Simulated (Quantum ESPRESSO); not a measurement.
# Planted mistakes on one cell of SiGaTiO5F

These are calculations, not measurements. They come from pw.x of Quantum ESPRESSO 7.5, a plane-wave density functional program, with PseudoDojo standard norm-conserving files (v0.5 for PBE, v0.4.1 for LDA and PBEsol). The cells are made up: elements, strain and atom displacements were drawn at random, and nothing was relaxed. There is no spin polarisation, spin-orbit coupling or dispersion term.

The cell has 10 sites of a corundum lattice. Sites 1 to 4 hold Si Ga empty Ti; sites 5 to 10 hold O O O O F O. Cell vectors in Å: (2.642, 1.533, 4.705); (-2.619, 1.486, 4.707); (-0.029, -3.076, 4.724). Settings: PBE, cutoff 1143 eV, 5 x 5 x 5 k mesh shifted by half a step, Fermi-Dirac smearing of 0.025 eV.

The intended run has a self-consistency threshold of 1e-07 eV, a smearing term of 0.000 eV, a pressure of -24.87 GPa and 16 iterations. Each further run changes one thing: all lengths scaled by 0.9858; atoms of sites 1 and 2 exchanged; cutoff 741 eV; files of LDA; k mesh 2 x 2 x 2; one electron removed; smearing 0.3 eV; threshold 0.5 eV. A coarse mesh keeps the shift, and a charged cell sits in a uniform background.

| run | change of free energy (eV) | smearing term -TS (eV) | change of P (GPa) | largest change of a force component (eV/Å) | iterations |
| --- | --- | --- | --- | --- | --- |
| A | -0.692 | 0.000 | 3.35 | 0.413 | 16 |
| B | -0.060 | -0.282 | 0.53 | 0.118 | 16 |
| C | 4.681 | 0.000 | -47.04 | 0.080 | 16 |
| D | 0.006 | 0.000 | 0.03 | 0.044 | 17 |
| E | 8.725 | 0.000 | -8.59 | 0.371 | 16 |
| F | 0.213 | 0.000 | 1.24 | 4.319 | 16 |
| G | 0.033 | 0.000 | -3.93 | 0.075 | 7 |
| H | -4.991 | -0.022 | -16.28 | 0.709 | 20 |

A rerun of the intended cell at 1437 eV and k mesh 7 x 7 x 7 moved values by no more than 0.003 eV in the cell's energy, 0.03 GPa in stress and 0.002 eV/Å in force.

Question: which change belongs to which run?

## Worked reading

Run G has the fewest iterations, as a run stopped early does. Run B has the largest smearing term, as wide smearing gives. Run C has a higher energy and the largest fall in pressure, as too small a basis gives. Run A changes the volume by a factor of 0.9580; minus its pressure change over the logarithm of that factor, 78 GPa, is a rough bulk modulus with clamped atoms. Energies from files of another functional, or of a charged cell, have another zero and say nothing on stability; the pressure of a charged cell rests on the program's zero of potential too.

## Key

```
run                            change
  A      all lengths scaled by 0.9858
  B                   smearing 0.3 eV
  C                     cutoff 741 eV
  D                  k mesh 2 x 2 x 2
  E                      files of LDA
  F  atoms of sites 1 and 2 exchanged
  G                  threshold 0.5 eV
  H              one electron removed
```